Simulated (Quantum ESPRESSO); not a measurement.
HfPd4Mo2Ti, input and log of a self-consistent run

Computed values, not a measurement. The program is pw.x of Quantum ESPRESSO 7.5 (plane-wave density functional theory). The cell is made up: eight metal atoms on a hexagonal close-packed lattice, with elements, volume, strain and displacements drawn at random and not relaxed, so it may be unstable or far from any real phase. PseudoDojo standard norm-conserving files set the functional (PBE unless stated); there is no spin polarisation or spin-orbit coupling, the Fermi-Dirac width of 0.25 eV means electrons at about 2900 K, and the masses in the input are unused placeholders. Heavy elements are run without spin-orbit coupling, which real alloys of them have. A spin test at this wide smearing found no moment, but such smearing suppresses magnetism that the real alloy may have.

Input:

```
&control calculation='scf', pseudo_dir='./dojo.nc.sr.pbe.v0_5.standard.upf', outdir='./o', disk_io='minimal', tprnfor=.true., tstress=.true. /
&system ibrav=0, nat=8, ntyp=4, nbnd=80, ecutwfc=84.00895049, nosym=.true., tot_charge=0,
 occupations='smearing', smearing='fd', degauss=0.0183746611
/
&electrons conv_thr=1.470e-08, electron_maxstep=70, mixing_beta=0.5 /
ATOMIC_SPECIES
Hf 1.0 Hf.upf
Mo 1.0 Mo.upf
Pd 1.0 Pd.upf
Ti 1.0 Ti.upf
CELL_PARAMETERS angstrom
0.0829 0.0223 -4.6799
0.0469 5.0679 -0.0236
5.6804 0.0542 -0.1014
ATOMIC_POSITIONS angstrom
Hf 0.091 0.0471 -0.0239
Pd 2.8577 0.0034 -0.089
Mo 1.3973 2.505 -0.0087
Mo 4.2367 2.5728 -0.0948
Pd 0.0716 1.6994 -2.3088
Ti 2.9028 1.707 -2.443
Pd 1.4398 4.2549 -2.4485
Pd 4.2341 4.2726 -2.4495
K_POINTS automatic
5 5 4 1 1 1
```

The log is shortened where brackets say so; the opening notice, blank lines, dates and the lines on written files are dropped, and the path of the files is cut. It prints rydbergs, bohrs and kilobars, and counts compression as positive stress. Its total energy is the free energy E - TS of the whole cell.

```
     Program PWSCF v.7.5
     Parallel version (MPI & OpenMP), running on       4 processor cores
     Number of MPI processes:                 4
     Threads/MPI process:                     1
     [start-up lines left out]
     bravais-lattice index     =            0
     lattice parameter (alat)  =       8.8452  a.u.
     unit-cell volume          =     908.7731 (a.u.)^3
     number of atoms/cell      =            8
     number of atomic types    =            4
     number of electrons       =       124.00
     number of Kohn-Sham states=           80
     kinetic-energy cutoff     =      84.0090  Ry
     charge density cutoff     =     336.0358  Ry
     scf convergence threshold =      1.5E-08
     mixing beta               =       0.5000
     number of iterations used =            8  plain     mixing
     Exchange-correlation= PBE
                           (   1   4   3   4   0   0   0)
     [axes and pseudopotential details left out]
   Cartesian axes
     site n.     atom                  positions (alat units)
         1        Hf     tau(   1) = (   0.0194416   0.0100626  -0.0051061  )
         2        Pd     tau(   2) = (   0.6105300   0.0007264  -0.0190143  )
         3        Mo     tau(   3) = (   0.2985245   0.5351778  -0.0018587  )
         4        Mo     tau(   4) = (   0.9051448   0.5496629  -0.0202534  )
         5        Pd     tau(   5) = (   0.0152969   0.3630663  -0.4932609  )
         6        Ti     tau(   6) = (   0.6201653   0.3646900  -0.5219319  )
         7        Pd     tau(   7) = (   0.3076044   0.9090332  -0.5231069  )
         8        Pd     tau(   8) = (   0.9045894   0.9128147  -0.5233206  )
     number of k points=    50  Fermi-Dirac smearing, width (Ry)=  0.0184
                       cart. coord. in units 2pi/alat
        k(    1) = (   0.1003869   0.0909750  -0.0978051), wk =   0.0400000
        k(    2) = (   0.3064716   0.0890848  -0.0941635), wk =   0.0400000
     [further k points left out]
     Dense  grid:    94559 G-vectors     FFT dimensions: (  54,  60,  64)
     Estimated max dynamical RAM per process >     365.85 MB
     Estimated total dynamical RAM >       1.36 GB
     Initial potential from superposition of free atoms
     starting charge     123.9930, renormalised to     124.0000
     Starting wfcs are   76 randomized atomic wfcs +    4 random wfcs
     total cpu time spent up to now is        4.6 secs
     per-process dynamical memory:   286.4 Mb
     Self-consistent Calculation
     iteration #  1     ecut=    84.01 Ry     beta= 0.50
     Davidson diagonalization with overlap
     ethr =  1.00E-02,  avg # of iterations =  3.0
     total cpu time spent up to now is       17.0 secs
     total energy              =   -1585.68239722 Ry
     estimated scf accuracy    <      17.91929782 Ry
     iteration #  2     ecut=    84.01 Ry     beta= 0.50
     Davidson diagonalization with overlap
     ethr =  1.00E-02,  avg # of iterations =  3.0
     total cpu time spent up to now is       30.0 secs
     total energy              =   -1594.12335854 Ry
     estimated scf accuracy    <      48.08971193 Ry
     iteration #  3     ecut=    84.01 Ry     beta= 0.50
     Davidson diagonalization with overlap
     ethr =  1.00E-02,  avg # of iterations =  2.1
     total cpu time spent up to now is       41.3 secs
     total energy              =   -1597.04914343 Ry
     estimated scf accuracy    <       8.08142994 Ry
     iteration #  4     ecut=    84.01 Ry     beta= 0.50
     Davidson diagonalization with overlap
     ethr =  6.52E-03,  avg # of iterations =  1.9
     total cpu time spent up to now is       51.3 secs
     total energy              =   -1597.10709283 Ry
     estimated scf accuracy    <       4.41993687 Ry
     iteration #  5     ecut=    84.01 Ry     beta= 0.50
     Davidson diagonalization with overlap
     ethr =  3.56E-03,  avg # of iterations =  4.7
     total cpu time spent up to now is       62.5 secs
     total energy              =   -1596.87199515 Ry
     estimated scf accuracy    <       2.89187927 Ry
     [iterations 6 to 16 left out]
     iteration # 17     ecut=    84.01 Ry     beta= 0.50
     Davidson diagonalization with overlap
     ethr =  6.22E-09,  avg # of iterations =  1.0
     total cpu time spent up to now is      185.9 secs
     total energy              =   -1596.75283434 Ry
     estimated scf accuracy    <       0.00000259 Ry
     iteration # 18     ecut=    84.01 Ry     beta= 0.50
     Davidson diagonalization with overlap
     ethr =  2.09E-09,  avg # of iterations =  1.0
     total cpu time spent up to now is      195.0 secs
     total energy              =   -1596.75283452 Ry
     estimated scf accuracy    <       0.00000013 Ry
     iteration # 19     ecut=    84.01 Ry     beta= 0.50
     Davidson diagonalization with overlap
     ethr =  1.08E-10,  avg # of iterations =  2.0
     total cpu time spent up to now is      205.1 secs
     total energy              =   -1596.75283453 Ry
     estimated scf accuracy    <       0.00000004 Ry
     iteration # 20     ecut=    84.01 Ry     beta= 0.50
     Davidson diagonalization with overlap
     ethr =  2.84E-11,  avg # of iterations =  1.9
     total cpu time spent up to now is      215.1 secs
     total energy              =   -1596.75283453 Ry
     estimated scf accuracy    <       0.00000003 Ry
     iteration # 21     ecut=    84.01 Ry     beta= 0.50
     Davidson diagonalization with overlap
     ethr =  2.18E-11,  avg # of iterations =  1.4
     total cpu time spent up to now is      224.9 secs
     End of self-consistent calculation
     [lines on levels left out]
!    total energy              =   -1596.75283453 Ry
     estimated scf accuracy    <          6.5E-09 Ry
     smearing contrib. (-TS)   =      -0.13101013 Ry
     internal energy E=F+TS    =   -1596.62182440 Ry
     The total energy is F=E-TS. E is the sum of the following terms:
     one-electron contribution =    -497.52038422 Ry
     hartree contribution      =     317.33560223 Ry
     xc contribution           =    -256.30238596 Ry
     ewald contribution        =   -1160.13465645 Ry
     convergence has been achieved in  21 iterations
     Forces acting on atoms (cartesian axes, Ry/au):
     atom    1 type  1   force =    -0.03093861   -0.01818711   -0.00279914
     atom    2 type  3   force =     0.00367732   -0.00378372   -0.00018846
     atom    3 type  2   force =     0.01854798    0.02303396   -0.00486875
     atom    4 type  2   force =    -0.01415120    0.01938960    0.00183020
     atom    5 type  3   force =    -0.00903589    0.01829593   -0.01202201
     atom    6 type  4   force =    -0.00212377   -0.00832199    0.00451875
     atom    7 type  3   force =     0.02183480   -0.01560568    0.01329642
     atom    8 type  3   force =     0.01218937   -0.01482100    0.00023300
     Total force =     0.068717     Total SCF correction =     0.000341
     Computing stress (Cartesian axis) and pressure
          total   stress  (Ry/bohr**3)                   (kbar)     P=      -54.56
  -0.00048669  -0.00010725   0.00009232          -71.60      -15.78       13.58
  -0.00010725  -0.00026491   0.00000749          -15.78      -38.97        1.10
   0.00009232   0.00000749  -0.00036098           13.58        1.10      -53.10
     init_run     :      4.29s CPU      4.50s WALL (       1 calls)
     electrons    :    213.40s CPU    220.24s WALL (       1 calls)
     forces       :      1.78s CPU      1.78s WALL (       1 calls)
     stress       :      6.13s CPU      6.13s WALL (       1 calls)
     [timing details left out]
     PWSCF        :   3m45.74s CPU   3m52.86s WALL
     JOB DONE.
```

In other units: free energy -21724.929 eV for the cell, pressure -5.46 GPa, largest force component 0.795 eV/Å in size. The run took 235 s of wall time with four MPI processes on a shared machine (Intel Xeon, 2023 or later, virtual cores), so the time is rough. A rerun of this cell at a higher cutoff and on a denser mesh moved values by no more than 0.009 eV in energy, 0.05 GPa in stress and 0.014 eV/Å in force, and a second program with other atomic files agreed on that cell to 2 % rms in force and 0.5 GPa in pressure.